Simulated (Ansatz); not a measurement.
SnC₃, ordered on the diamond lattice (R3m) with 4 atoms a cell at its r2SCAN geometry, in the plane-wave code Ansatz. One HSE06 run serves as the base. The settings are then varied one at a time, some on purpose to values that make no sense. Doubtful ones may also carry a cap on iterations. All numbers are computed, and spin polarisation is off unless an edit sets a moment.

Base input:
```yaml
crystal:
  lattice:
    - [1.5669476268, 0.9046776341, 5.1713512521]
    - [-1.5669476268, 0.9046776341, 5.1713512521]
    - [0.0, -1.8093552682, 5.1713512521]
  atoms:
    - { symbol: C, position: [1.0142625339, 0.0142625339, 0.0142625339] }
    - { symbol: C, position: [0.4775486065, 0.4775486065, 0.4775486065] }
    - { symbol: C, position: [0.3833323659, 0.3833323659, 0.3833323659] }
    - { symbol: Sn, position: [0.8748564938, 0.8748564938, 0.8748564938] }
kpoints:
  mp_grid: { grid: [4, 4, 4] }
hamiltonian:
  xc: hse06
scf:
  occupations: { method: fermi_dirac, width: 0.02 }
  n_extra_bands: 5
output:
  forces: true
  stress: true
  eigenvalues: true
```

Base results:
```
Basis set: ecut = 420 eV, 845 PW (Γ), FFT grids on a1−a3, a2−a3, a3
Symmetry: 6 space group operations
Space group: R3m (ITA 160)
k-points: 13 of 64 (time reversal used)
Exchange kernel: α = 0.2500, screened, ω = 0.2079 Å⁻¹, Wigner–Seitz truncation, v(0) = 999.0786 eV·Å³, q-mesh 4×4×4
hybrid SCF converged: 2 outer / 20 inner (+9 warm-up)
Free energy (F): -6774.403879 eV
Fermi energy:    12.385774 eV
--- Forces (eV/Å), atoms counted from 1 ---
  atom   1  C       0.00000      0.00000      0.17368
  atom   2  C       0.00000      0.00000      0.39430
  atom   3  C       0.00000      0.00000    -0.29911
  atom   4  Sn      0.00000      0.00000    -0.26840
--- Stress (GPa, compression-positive) ---
       -4.587030       0.000000       0.000000
        0.000000      -4.587030       0.000000
        0.000000       0.000000      -3.913341
  P = ⅓ Tr σ = -4.3625 GPa (-43.625 kbar)
--- Band table (eV; the first three rows and the last of 13) ---
  k-point 0: bands = […, -0.5124, 7.9388, 7.9388, 9.2441, 12.0543, 12.0543, 12.7034, 14.9838, 16.3936, 16.3936, …]
  k-point 1: bands = […, 0.3594, 4.6023, 7.0264, 7.5906, 8.8267, 10.6549, 14.3027, 15.3690, 17.3452, 18.1444, …]
  k-point 2: bands = […, 1.6215, 3.6557, 4.2766, 6.2203, 6.3358, 9.5261, 14.0436, 16.1756, 17.7320, 18.8627, …]
  k-point 12: bands = […, 3.2475, 6.0544, 8.1086, 8.1086, 11.4836, 11.4836, 12.9376, 15.6775, 16.9229, 16.9229, …]
```
The gap over this mesh is 0.649 eV.

Run as `ansatz run input.yaml --threads 4 --pin off --max-ram 3686MiB --backend cpu --events-out ev --progress --plain --runs-dir out`. Wall time 18 s on 4 threads of Arm Neoverse N1 (shared host); peak host memory 0.77 GiB.

Task: These lines are set or replaced. What follows?
```yaml
basis:
  xc_grid: 3
```

Result: Energy, stress and gap stay within 1 meV an atom, 0.1 GPa and 0.005 eV of the base. The result hardly depends on this setting here.

Task: The input is altered as follows. How does the run end?
```yaml
scf:
  exx: { singularity: none }
```

Result: The free energy moves by -1.9 meV an atom, the mean stress by -0.1 GPa and the gap on the mesh by +0.005 eV (to 0.654). The result is sensitive to this setting.
```
hybrid SCF converged: 2 outer / 19 inner (+9 warm-up)
Free energy (F): -6774.411565 eV
Fermi energy:    12.385771 eV
--- Forces (eV/Å), atoms counted from 1 ---
  atom   1  C       0.00000      0.00000      0.17388
  atom   2  C       0.00000      0.00000      0.39357
  atom   3  C       0.00000      0.00000    -0.29913
  atom   4  Sn      0.00000      0.00000    -0.26790
--- Stress (GPa, compression-positive) ---
       -4.778749       0.000000       0.000000
        0.000000      -4.778749       0.000000
        0.000000       0.000000      -3.910120
  P = ⅓ Tr σ = -4.4892 GPa (-44.892 kbar)
--- Band table (eV; the first three rows and the last of 13) ---
  k-point 0: bands = […, -0.5128, 7.9366, 7.9366, 9.2437, 12.0519, 12.0519, 12.7058, 14.9840, 16.3942, 16.3942, …]
  k-point 1: bands = […, 0.3590, 4.6020, 7.0244, 7.5900, 8.8257, 10.6525, 14.3041, 15.3694, 17.3456, 18.1446, …]
  k-point 2: bands = […, 1.6212, 3.6559, 4.2763, 6.2196, 6.3343, 9.5245, 14.0448, 16.1763, 17.7321, 18.8631, …]
  k-point 12: bands = […, 3.2470, 6.0544, 8.1064, 8.1064, 11.4812, 11.4812, 12.9401, 15.6775, 16.9234, 16.9234, …]
```

No spin-orbit coupling is included; it can move band edges with weight on the heavy atoms by tenths of an eV.

The stress of a hybrid is loosely converged in these runs.

The meshes of the hybrids are coarse, so their gaps aren't converged to the digits shown.
